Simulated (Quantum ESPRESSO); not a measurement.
Al3GeNO5, one run as intended and one with a planted mistake

Simulated, not a measurement. The program is pw.x of Quantum ESPRESSO 7.5 (plane-wave density functional theory). The cell is made up: 10 atoms on a corundum lattice, with randomly drawn elements, strain and displacements, not relaxed. PseudoDojo standard norm-conserving files (v0.5 for PBE, v0.4.1 for LDA and PBEsol) set the functional; there is no spin polarisation, spin-orbit coupling or dispersion term, and the masses in the input are unused placeholders.

Intended input:

```
&control calculation='scf', pseudo_dir='./dojo.nc.sr.pbe.v0_5.standard.upf', outdir='./o', disk_io='medium', tprnfor=.true., tstress=.true. /
&system ibrav=0, nat=10, ntyp=4, nbnd=35, ecutwfc=84.00895049, nosym=.true., tot_charge=0,
 occupations='smearing', smearing='fd', degauss=0.0018374661
/
&electrons conv_thr=7.350e-09, electron_maxstep=60, /
ATOMIC_SPECIES
Al 1.0 Al.upf
Ge 1.0 Ge.upf
N 1.0 N.upf
O 1.0 O.upf
CELL_PARAMETERS angstrom
2.4172 1.3956 4.3955
-2.4172 1.3956 4.3955
0.0 -2.7911 4.3955
ATOMIC_POSITIONS angstrom
Al 0.041 -0.0072 4.6364
Al 0.0825 0.0057 1.9232
Ge -0.0044 -0.049 8.5851
Al -0.0639 0.0047 11.2098
N -0.9134 1.3764 7.684
O -0.8064 -1.4333 7.6365
O 1.7067 0.082 7.6866
O 0.9725 -1.4439 5.4432
O 0.7213 1.5106 5.5469
O -1.6572 -0.0547 5.4667
K_POINTS automatic
6 6 6 1 1 1
```

The log is shortened where brackets say so; the opening notice, blank lines, dates and the lines on written files are dropped, and the path of the files is cut. It prints rydbergs, bohrs and kilobars, and counts compression as positive stress. Where no state is partly filled, the Fermi energy that it prints is only some level between the filled and the empty states on the mesh, and need not lie in the true gap.

Log of the intended run:

```
     Program PWSCF v.7.5
     Parallel version (MPI & OpenMP), running on       1 processor cores
     Number of MPI processes:                 1
     Threads/MPI process:                     1
     [start-up lines left out]
     bravais-lattice index     =            0
     lattice parameter (alat)  =       9.8395  a.u.
     unit-cell volume          =     600.3705 (a.u.)^3
     number of atoms/cell      =           10
     number of atomic types    =            4
     number of electrons       =        58.00
     number of Kohn-Sham states=           35
     kinetic-energy cutoff     =      84.0090  Ry
     charge density cutoff     =     336.0358  Ry
     scf convergence threshold =      7.3E-09
     mixing beta               =       0.7000
     number of iterations used =            8  plain     mixing
     Exchange-correlation= PBE
                           (   1   4   3   4   0   0   0)
     [axes and pseudopotential details left out]
   Cartesian axes
     site n.     atom                  positions (alat units)
         1        Al     tau(   1) = (   0.0078743  -0.0013828   0.8904475  )
         2        Al     tau(   2) = (   0.0158446   0.0010947   0.3693617  )
         3        Ge     tau(   3) = (  -0.0008450  -0.0094107   1.6488183  )
         4        Al     tau(   4) = (  -0.0122724   0.0009027   2.1529071  )
         5        N      tau(   5) = (  -0.1754238   0.2643456   1.4757568  )
         6        O      tau(   6) = (  -0.1548738  -0.2752736   1.4666341  )
         7        O      tau(   7) = (   0.3277816   0.0157486   1.4762561  )
         8        O      tau(   8) = (   0.1867743  -0.2773094   1.0453981  )
         9        O      tau(   9) = (   0.1385298   0.2901195   1.0653143  )
        10        O      tau(  10) = (  -0.3182749  -0.0105055   1.0499114  )
     number of k points=   108  Fermi-Dirac smearing, width (Ry)=  0.0018
     Number of k-points >= 100: set verbosity='high' to print them.
     Dense  grid:    62509 G-vectors     FFT dimensions: (  60,  60,  60)
     Estimated max dynamical RAM per process >      90.85 MB
     Initial potential from superposition of free atoms
     starting charge      57.9918, renormalised to      58.0000
     Starting wfcs are   45 randomized atomic wfcs
     total cpu time spent up to now is       19.7 secs
     per-process dynamical memory:    60.0 Mb
     Self-consistent Calculation
     iteration #  1     ecut=    84.01 Ry     beta= 0.70
     Davidson diagonalization with overlap
     ethr =  1.00E-02,  avg # of iterations =  3.3
     total cpu time spent up to now is       87.0 secs
     total energy              =    -378.49086680 Ry
     estimated scf accuracy    <       2.26858678 Ry
     iteration #  2     ecut=    84.01 Ry     beta= 0.70
     Davidson diagonalization with overlap
     ethr =  3.91E-03,  avg # of iterations =  2.3
     total cpu time spent up to now is      144.8 secs
     total energy              =    -379.17122155 Ry
     estimated scf accuracy    <       1.54675799 Ry
     [iterations 3 to 9 left out]
     iteration # 10     ecut=    84.01 Ry     beta= 0.70
     Davidson diagonalization with overlap
     ethr =  4.28E-10,  avg # of iterations =  2.0
     total cpu time spent up to now is      581.9 secs
     total energy              =    -379.45658892 Ry
     estimated scf accuracy    <       0.00000008 Ry
     iteration # 11     ecut=    84.01 Ry     beta= 0.70
     Davidson diagonalization with overlap
     ethr =  1.40E-10,  avg # of iterations =  2.0
     total cpu time spent up to now is      620.6 secs
     End of self-consistent calculation
     Number of k-points >= 100: set verbosity='high' to print the bands.
     the Fermi energy is    11.2954 ev
!    total energy              =    -379.45658894 Ry
     estimated scf accuracy    <          1.5E-09 Ry
     smearing contrib. (-TS)   =       0.00000000 Ry
     internal energy E=F+TS    =    -379.45658894 Ry
     The total energy is F=E-TS. E is the sum of the following terms:
     one-electron contribution =    -127.45343775 Ry
     hartree contribution      =     108.03544949 Ry
     xc contribution           =     -99.38039090 Ry
     ewald contribution        =    -260.65820978 Ry
     convergence has been achieved in  11 iterations
     Forces acting on atoms (cartesian axes, Ry/au):
     atom    1 type  1   force =     0.01171247   -0.00215832   -0.04313614
     atom    2 type  1   force =    -0.01837851   -0.00971924    0.05247509
     atom    3 type  2   force =    -0.00808509    0.08598263   -0.13297836
     atom    4 type  1   force =     0.03346897   -0.02156731    0.05834511
     atom    5 type  3   force =    -0.03197902    0.00296252    0.03335616
     atom    6 type  4   force =     0.04521212   -0.05328931    0.01100459
     atom    7 type  4   force =    -0.03105475    0.01514342    0.01655010
     atom    8 type  4   force =    -0.03515825    0.03063144    0.03686639
     atom    9 type  4   force =     0.02043268    0.00754222   -0.02419937
     atom   10 type  4   force =     0.01382938   -0.05552805   -0.00828357
     Total force =     0.227756     Total SCF correction =     0.000082
     Computing stress (Cartesian axis) and pressure
          total   stress  (Ry/bohr**3)                   (kbar)     P=       61.56
   0.00024908   0.00021201  -0.00014522           36.64       31.19      -21.36
   0.00021201   0.00053765   0.00015600           31.19       79.09       22.95
  -0.00014522   0.00015600   0.00046861          -21.36       22.95       68.93
     init_run     :     17.81s CPU     19.51s WALL (       1 calls)
     electrons    :    583.90s CPU    600.91s WALL (       1 calls)
     forces       :      6.86s CPU      6.95s WALL (       1 calls)
     stress       :     30.06s CPU     30.15s WALL (       1 calls)
     [timing details left out]
     PWSCF        :  10m38.99s CPU  10m59.64s WALL
     JOB DONE.
```

A second run has one planted mistake: the cell and the positions are scaled by a wrong factor. The input lines that differ, file-writing options aside:

```
- 2.4172 1.3956 4.3955
+ 2.4409 1.4093 4.4386
- -2.4172 1.3956 4.3955
+ -2.4409 1.4093 4.4386
- 0.0 -2.7911 4.3955
+ 0.0 -2.8185 4.4386
- Al 0.041 -0.0072 4.6364
+ Al 0.0414 -0.0073 4.6818
- Al 0.0825 0.0057 1.9232
+ Al 0.0833 0.0058 1.942
- Ge -0.0044 -0.049 8.5851
+ Ge -0.0044 -0.0495 8.6692
- Al -0.0639 0.0047 11.2098
+ Al -0.0645 0.0047 11.3197
- N -0.9134 1.3764 7.684
+ N -0.9224 1.3899 7.7593
- O -0.8064 -1.4333 7.6365
+ O -0.8143 -1.4473 7.7113
- O 1.7067 0.082 7.6866
+ O 1.7234 0.0828 7.7619
- O 0.9725 -1.4439 5.4432
+ O 0.982 -1.4581 5.4965
- O 0.7213 1.5106 5.5469
+ O 0.7284 1.5254 5.6013
- O -1.6572 -0.0547 5.4667
+ O -1.6734 -0.0552 5.5203
```

Its log:

```
     Program PWSCF v.7.5
     Parallel version (MPI & OpenMP), running on       1 processor cores
     Number of MPI processes:                 1
     Threads/MPI process:                     1
     [start-up lines left out]
     bravais-lattice index     =            0
     lattice parameter (alat)  =       9.9360  a.u.
     unit-cell volume          =     618.2114 (a.u.)^3
     number of atoms/cell      =           10
     number of atomic types    =            4
     number of electrons       =        58.00
     number of Kohn-Sham states=           35
     kinetic-energy cutoff     =      84.0090  Ry
     charge density cutoff     =     336.0358  Ry
     scf convergence threshold =      7.3E-09
     mixing beta               =       0.7000
     number of iterations used =            8  plain     mixing
     Exchange-correlation= PBE
                           (   1   4   3   4   0   0   0)
     [axes and pseudopotential details left out]
   Cartesian axes
     site n.     atom                  positions (alat units)
         1        Al     tau(   1) = (   0.0078739  -0.0013884   0.8904351  )
         2        Al     tau(   2) = (   0.0158429   0.0011031   0.3693505  )
         3        Ge     tau(   3) = (  -0.0008368  -0.0094144   1.6488018  )
         4        Al     tau(   4) = (  -0.0122673   0.0008939   2.1529024  )
         5        N      tau(   5) = (  -0.1754320   0.2643461   1.4757472  )
         6        O      tau(   6) = (  -0.1548723  -0.2752631   1.4666181  )
         7        O      tau(   7) = (   0.3277748   0.0157478   1.4762417  )
         8        O      tau(   8) = (   0.1867673  -0.2773172   1.0453836  )
         9        O      tau(   9) = (   0.1385350   0.2901170   1.0653155  )
        10        O      tau(  10) = (  -0.3182652  -0.0104985   1.0499101  )
     number of k points=   108  Fermi-Dirac smearing, width (Ry)=  0.0018
     Number of k-points >= 100: set verbosity='high' to print them.
     Dense  grid:    64177 G-vectors     FFT dimensions: (  60,  60,  60)
     Estimated max dynamical RAM per process >      92.83 MB
     Initial potential from superposition of free atoms
     starting charge      57.9918, renormalised to      58.0000
     Starting wfcs are   45 randomized atomic wfcs
     total cpu time spent up to now is       26.0 secs
     per-process dynamical memory:    77.1 Mb
     Self-consistent Calculation
     iteration #  1     ecut=    84.01 Ry     beta= 0.70
     Davidson diagonalization with overlap
     ethr =  1.00E-02,  avg # of iterations =  3.1
     total cpu time spent up to now is       93.4 secs
     total energy              =    -378.48568575 Ry
     estimated scf accuracy    <       2.26205109 Ry
     iteration #  2     ecut=    84.01 Ry     beta= 0.70
     Davidson diagonalization with overlap
     ethr =  3.90E-03,  avg # of iterations =  2.3
     total cpu time spent up to now is      161.7 secs
     total energy              =    -379.15411293 Ry
     estimated scf accuracy    <       1.65477721 Ry
     [iterations 3 to 9 left out]
     iteration # 10     ecut=    84.01 Ry     beta= 0.70
     Davidson diagonalization with overlap
     ethr =  1.09E-09,  avg # of iterations =  2.0
     total cpu time spent up to now is      649.0 secs
     total energy              =    -379.45986242 Ry
     estimated scf accuracy    <       0.00000013 Ry
     iteration # 11     ecut=    84.01 Ry     beta= 0.70
     Davidson diagonalization with overlap
     ethr =  2.25E-10,  avg # of iterations =  3.0
     total cpu time spent up to now is      716.3 secs
     End of self-consistent calculation
     Number of k-points >= 100: set verbosity='high' to print the bands.
     the Fermi energy is    10.6881 ev
!    total energy              =    -379.45986246 Ry
     estimated scf accuracy    <          5.3E-09 Ry
     smearing contrib. (-TS)   =      -0.00000000 Ry
     internal energy E=F+TS    =    -379.45986246 Ry
     The total energy is F=E-TS. E is the sum of the following terms:
     one-electron contribution =    -131.22975588 Ry
     hartree contribution      =     109.07416964 Ry
     xc contribution           =     -99.17624655 Ry
     ewald contribution        =    -258.12802967 Ry
     convergence has been achieved in  11 iterations
     Forces acting on atoms (cartesian axes, Ry/au):
     atom    1 type  1   force =     0.01255850   -0.00266407   -0.04166549
     atom    2 type  1   force =    -0.01349979   -0.01071554    0.04869542
     atom    3 type  2   force =    -0.01161671    0.08203359   -0.12786234
     atom    4 type  1   force =     0.03155905   -0.02162476    0.05814292
     atom    5 type  3   force =    -0.03347100    0.00315517    0.03241306
     atom    6 type  4   force =     0.04427353   -0.04921737    0.01195391
     atom    7 type  4   force =    -0.02935880    0.01330048    0.01573190
     atom    8 type  4   force =    -0.03010119    0.02869043    0.03535254
     atom    9 type  4   force =     0.01709876    0.01001457   -0.02492202
     atom   10 type  4   force =     0.01255763   -0.05297249   -0.00783991
     Total force =     0.218259     Total SCF correction =     0.000111
     Computing stress (Cartesian axis) and pressure
          total   stress  (Ry/bohr**3)                   (kbar)     P=       -6.66
  -0.00021703   0.00020115  -0.00013058          -31.93       29.59      -19.21
   0.00020115   0.00006200   0.00014288           29.59        9.12       21.02
  -0.00013058   0.00014288   0.00001918          -19.21       21.02        2.82
     init_run     :     24.86s CPU     25.83s WALL (       1 calls)
     electrons    :    658.60s CPU    690.33s WALL (       1 calls)
     forces       :     11.52s CPU     11.64s WALL (       1 calls)
     stress       :     29.80s CPU     29.93s WALL (       1 calls)
     [timing details left out]
     PWSCF        :  12m 5.20s CPU  12m38.83s WALL
     JOB DONE.
```

|  | intended run | run with the mistake |
| --- | --- | --- |
| free energy (eV) | -5162.770 | -5162.814 |
| smearing term -TS (eV) | 0.0000 | 0.0000 |
| pressure (GPa) | 6.16 | -0.67 |
| largest force component (eV/Å) | 3.419 | 3.287 |
| largest change of a force component (eV/Å) |  | 0.132 |
| iterations | 11 | 11 |

For scale, a rerun of the intended cell at a cutoff of 1437 eV and k mesh 8 x 8 x 8 moved values by no more than 0.003 eV in energy, 0.02 GPa in stress and 0.002 eV/Å in force.